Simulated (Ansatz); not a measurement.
Space group P4_32_12 (No. 96). a = 4.983 Å, b = 4.983 Å, c = 6.920 Å, α = 90.00°, β = 90.00°, γ = 90.00°
| atom | site | symmetry | x | y | z |
| --- | --- | --- | --- | --- | --- |
| Si | 4a | ..2 | 0.8021 | 0.8021 | 0.5000 |
| O | 8b | 1 | 0.2617 | 0.3915 | 0.8189 |

Equation of state of this SiO2 structure (not necessarily the ground state), with shape and atoms relaxed at each volume where symmetry leaves them free. Level of theory: Ansatz 0.2.0, DFT r2SCAN, scalar-relativistic, plane waves, PAW.

Cutoff 500 eV; k points 6×6×4 on the computed 12-atom cell (Γ-centred); Gaussian smearing, width 0.02 eV; no spin polarisation.

| V (Å³/atom) | E − E(largest V) (meV/atom) | P (GPa) | gap on mesh (eV) |
| --- | --- | --- | --- |
| 13.461 | 0.45 | 1.01 | 6.47 |
| 13.890 | -1.52 | 0.48 | 6.41 |
| 14.320 | -2.13 | 0.00 | 6.34 |
| 14.750 | -1.57 | -0.42 | 6.28 |
| 15.179 | 0.00 | -0.78 | 6.23 |

Problem. Fit a third-order Birch–Murnaghan equation to E(V).

Solution. V0 = 14.32 Å³/atom, B0 = 15 GPa, B0' = 4.0.

The gaps are read on the mesh, which can miss the band edges, so they can be too wide.

This form isn't the usual stable structure of the compound.